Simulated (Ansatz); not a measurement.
**SrPd$_{5}$: pressure against volume**

A database entry relaxed whole under r2SCAN (P6/mmm):

```xyz
6
Lattice="5.4162 0.0000 0.0000 -2.7081 4.6906 0.0000 0.0000 0.0000 4.3968" Properties=species:S:1:pos:R:3 pbc="T T T"
Sr    0.0000    0.0000    0.0000
Pd    0.0000    3.1271    0.0000
Pd    2.7081    1.5635    0.0000
Pd    2.7081    0.0000    2.1984
Pd    1.3541    2.3453    2.1984
Pd   -1.3541    2.3453    2.1984
```

The cell was scaled uniformly, its shape held, and the atoms relaxed at each volume with plane-wave PAW DFT (Ansatz 0.2.0; r2SCAN, 500 eV, 7×7×8 Γ-centred mesh, fermi-dirac occupations of width 0.100 eV; no spin, no spin-orbit coupling). One row is withheld.

```json
{"volume (Å³/atom)": "17.500", "energy over the lowest (meV/atom)": "27.4", "pressure (GPa)": "8.74"}
{"volume (Å³/atom)": "17.872", "energy over the lowest (meV/atom)": "11.4", "pressure (GPa)": "5.45"}
{"volume (Å³/atom)": "18.245", "energy over the lowest (meV/atom)": "?", "pressure (GPa)": "?"}
{"volume (Å³/atom)": "18.617", "energy over the lowest (meV/atom)": "0.0", "pressure (GPa)": "-0.01"}
{"volume (Å³/atom)": "18.989", "energy over the lowest (meV/atom)": "3.1", "pressure (GPa)": "-2.26"}
{"volume (Å³/atom)": "19.362", "energy over the lowest (meV/atom)": "11.1", "pressure (GPa)": "-4.25"}
{"volume (Å³/atom)": "19.734", "energy over the lowest (meV/atom)": "23.4", "pressure (GPa)": "-6.01"}
```

Fit the pressures of the other rows to the third-order Birch-Murnaghan form.

With f = [(V₀/V)^(2/3) − 1]/2 and P = 3B₀f(1 + 2f)^(5/2)[1 + 3(B₀′ − 4)f/2], least squares gives V₀ = 18.62 Å³ an atom, B₀ = 120 GPa and B₀′ = 5.3; the rows miss the fit by less than 0.01 GPa. The slope of the energies differs from these pressures by 0.16 GPa, since they are taken to zero smearing while pressures follow the free energy.

What does the withheld row hold?

The fit gives 2.55 GPa at 18.245 Å³; the run gave 2.55 GPa and 2.5 meV an atom.

Caveats: the shape of the cell was held, so B₀ is an upper bound where the axes differ in stiffness; 0 K, fixed nuclei; the symmetry was kept, and this need not be the phase that is stable at 0 K; one mesh for all volumes; pressure is positive in compression.
